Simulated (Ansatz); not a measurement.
Input and command of a plane-wave DFT calculation in Ansatz:

```yaml
crystal:
  lattice:
    - [-4.5760866017, 0.0, 0.0]
    - [-2.2880433008, -3.963007247, 0.0]
    - [0.0, 0.0, 14.7066149396]
  atoms:
    - { symbol: Si, position: [0.8361793875, 0.3276412251, 0.0748487235] }
    - { symbol: Si, position: [0.8361793875, 0.3276412251, 0.523851264] }
    - { symbol: Si, position: [0.6723587749, 0.1638206125, 0.224516237] }
    - { symbol: Si, position: [0.6723587749, 0.1638206125, 0.6735187775] }
    - { symbol: Si, position: [0.1638206125, 0.1638206125, 0.823186291] }
    - { symbol: Si, position: [0.1638206125, 0.1638206125, 0.3741837505] }
    - { symbol: Si, position: [0.1638206125, 0.6723587749, 0.0748487235] }
    - { symbol: Si, position: [0.1638206125, 0.6723587749, 0.523851264] }
    - { symbol: Si, position: [0.3276412251, 0.8361793875, 0.224516237] }
    - { symbol: Si, position: [0.3276412251, 0.8361793875, 0.6735187775] }
    - { symbol: Si, position: [0.8361793875, 0.8361793875, 0.823186291] }
    - { symbol: Si, position: [0.8361793875, 0.8361793875, 0.3741837505] }
    - { symbol: W, position: [0.5, 0.5, 0.823186291] }
    - { symbol: W, position: [0.5, 0.5, 0.3741837505] }
    - { symbol: W, position: [1.0, 0.5, 0.224516237] }
    - { symbol: W, position: [1.0, 0.5, 0.6735187775] }
    - { symbol: W, position: [0.5, 0.0, 0.0748487235] }
    - { symbol: W, position: [0.5, 0.0, 0.523851264] }
basis:
  ecutwfc: 420
kpoints:
  mp_grid: { grid: [10, 10, 3] }
hamiltonian:
  xc: pbesol
scf:
  occupations: { method: gaussian, width: 0.15 }
output:
  forces: true
  stress: true
  eigenvalues: true
```

```bash
ansatz run input.yaml --threads 2 --pin off --max-ram 5120MiB --backend cpu --events-out ev --progress --plain --runs-dir out
```

Processor: AMD EPYC 9R45 96-Core Processor (Zen 5), 2 threads, on a host shared with other jobs.

Question: Estimate time, memory and problem size.

Answer: About 18 s on 2 threads of AMD EPYC 9R45 96-Core Processor (Zen 5), on a shared host, peak memory 1.2 GiB. It solves 84 bands at 62 k points (the mesh reduced by symmetry) with about 5239 plane waves, in 8 SCF iterations.
